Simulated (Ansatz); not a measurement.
Relaxed-ion elastic tensor of Ba4Sb2O in space group I4/mmm (No. 139; Ba on 4e, Ba on 4c, Sb on 4e, O on 2b) in GPa (Voigt order), PBEsol in the plane-wave PAW code Ansatz; density 5.49 g/cm³, 34.95 Å³ per atom.

|  | 1 | 2 | 3 | 4 | 5 | 6 |
|---|---|---|---|---|---|---|
| 1 | 77.5 | 21.6 | 22.4 | 0.0 | 0.0 | 0.0 |
| 2 | 21.6 | 77.5 | 22.4 | 0.0 | 0.0 | 0.0 |
| 3 | 22.4 | 22.4 | 64.2 | 0.0 | 0.0 | 0.0 |
| 4 | 0.0 | 0.0 | 0.0 | 18.4 | 0.0 | 0.0 |
| 5 | 0.0 | 0.0 | 0.0 | 0.0 | 18.4 | 0.0 |
| 6 | 0.0 | 0.0 | 0.0 | 0.0 | 0.0 | 25.0 |

Q: Is the crystal mechanically stable?

A: Yes: the smallest eigenvalue of C is 18.4 GPa.

Q: Work out the Voigt, Reuss and Hill averages.

A: K_V = 39.1, K_R = 38.8, K_H = 39.0; G_V = 22.5, G_R = 21.9, G_H = 22.2 GPa.

Q: Give Young's modulus, Poisson's ratio, Pugh's ratio and the universal anisotropy index.

A: E = 9KG/(3K + G) = 56.0 GPa; ν = 0.26; K/G = 1.75 (near the Pugh limit of 1.75, no verdict); A_U = 5G_V/G_R + K_V/K_R − 6 = 0.15.

Q: Estimate the sound speeds and the Debye temperature.

A: v_l = √((K + 4G/3)/ρ) = 3530 m/s, v_t = √(G/ρ) = 2010 m/s, mean 2240 m/s; Θ = (h/k)(3n/4πV)^(1/3) v_m = 204 K.

Q: How much does each axis shrink under pressure?

A: Linear compressibilities β_i = Σ_j S_ij (j = 1 to 3): x 7.8, y 7.8, z 10 per TPa.

The first step of the workflow began from a Materials Project structure, measured or hypothetical; the Crystallography Open Database files this formula in space group No. 139, but the cells were not matched. Its standing as an ambient phase is unchecked. The cell was relaxed with PBEsol under the symmetry of its start; whether a distortion lowers the energy is not shown. Scalar-relativistic: spin–orbit coupling is off unless named, which matters more the heavier the elements.

Potentials: the later of the program's two PAW sets.
